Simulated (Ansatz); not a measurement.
## Data sheet: Cs3Se2O8 (DFT)

Cs3Se2O8:
```yaml
crystal:
  lattice:
    - [5.46958, 3.19507, 0.00000]
    - [-5.46958, 3.19507, 0.00000]
    - [-2.97178, 0.00000, 7.69370]
  atoms:
    - { symbol: Cs, position: [0.00000, 0.00000, 0.00000] }
    - { symbol: Cs, position: [0.19626, 0.80374, 0.61212] }
    - { symbol: Cs, position: [0.80374, 0.19626, 0.38788] }
    - { symbol: Se, position: [0.43649, 0.56351, 0.22899] }
    - { symbol: Se, position: [0.56351, 0.43649, 0.77101] }
    - { symbol: O, position: [0.30926, 0.26728, 0.30839] }
    - { symbol: O, position: [0.69074, 0.73272, 0.69161] }
    - { symbol: O, position: [0.26728, 0.30926, 0.69161] }
    - { symbol: O, position: [0.73272, 0.69074, 0.30839] }
    - { symbol: O, position: [0.39684, 0.60316, 0.00919] }
    - { symbol: O, position: [0.60316, 0.39684, 0.99081] }
    - { symbol: O, position: [0.29417, 0.70583, 0.25324] }
    - { symbol: O, position: [0.70583, 0.29417, 0.74676] }
```
The run is spin-polarised; directions of the spins, atom by atom: 0 0 0 0 0 0 0 0 0 ↑ ↑ 0 0.

Space group C2/m (No. 12); conventional cell a = 10.939 Å, b = 6.390 Å, c = 8.248 Å, α = γ = 90.00°, β = 111.12°.

Method: DFT-r²SCAN in the program Ansatz with PAW potentials. The cell and atoms are relaxed at this level. Other levels are named where they apply.

**Cell and energy**

| Property | Result |
|---|---|
| Volume per atom | 20.69 Å³ |
| Density | 4.23 g/cm³ |
| Formation energy from the elements (no fitted shifts) | -1.27 eV/atom |

**Electronic structure**

| Property | Value |
|---|---|
| Band gap | 1.32 eV (smallest direct gap 1.34 eV) |
| Valence-band maximum | at V2 (k = 0.000, 0.500, 0.000 in fractions of the reciprocal vectors) |
| Conduction-band minimum | at Y2 (k = 0.500, 0.500, 0.000 in fractions of the reciprocal vectors) |

**Magnetism**

| Quantity | Value |
|---|---|
| Magnetic order | ferromagnetic |
| Net moment | 0.08 μB per atom |

**Mechanics**

| Quantity | Value |
|---|---|
| Bulk modulus (Birch–Murnaghan fit) | 18.7 GPa |
| Pressure derivative B′ | 10.2 |

The workflow started from a Materials Project entry (that database holds measured and hypothetical structures alike); the Crystallography Open Database copy checked does not list it. Whether it is the stable phase at ambient conditions was not checked. The r²SCAN relaxation kept the symmetry of its start; its stability against distortions is not shown here. The final state is ferromagnetic, the only order run, not a proven ground state. Other orbital occupations within this spin state were not tried. No Hubbard U is applied. The references are the lowest solids computed at this level, not always the standard phases (solids in place of the gases). Scalar-relativistic: spin–orbit coupling is off unless named, which matters more the heavier the elements.

Potentials: the later of the program's two PAW sets.
